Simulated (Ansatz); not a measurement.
A geometry of BePd away from equilibrium: step 3 of the relaxation of a generated cell, BePd built in the AFLOW prototype AB_tP4_129_c_c (B11, as in TiCu). Computed with PBE (plane waves to 420 eV, PAW, scalar-relativistic; Ansatz, a program for electronic structure). Γ-centred k-mesh 11×11×6 on the run's cell (coarser than for final values), Fermi–Dirac smearing 0.05 eV. The plane waves were selected for a different cell earlier on the path.

```
BePd
1.0
    2.89294     0.00000     0.00000
    0.00000     2.89294     0.00000
    0.00000     0.00000     5.31690
Be Pd
2 2
Direct
  0.50000   0.00000   0.63042
  0.00000   0.50000   0.36958
  0.50000   0.00000   0.16989
  0.00000   0.50000   0.83011
```

Task: What forces act on the atoms (eV/Å)?

Result: 
```
atom    Fx    Fy     Fz
----  ----  ----  -----
Be1   0.00  0.00  -0.74
Be2   0.00  0.00   0.74
Pd3   0.00  0.00   0.88
Pd4   0.00  0.00  -0.88
```

The path ends in P4/nmm (No. 129) (AFLOW prototype AB_tP4_129_c_c (B11, as in TiCu)). No spin polarisation in the result.

The run could not lose the symmetry of its start, so the end can be a saddle point.

The end of the path is a generated cell of BePd: the first start was made by placing the elements on the sites of a structure type, and the end was not matched to a known phase here, so it may be hypothetical.
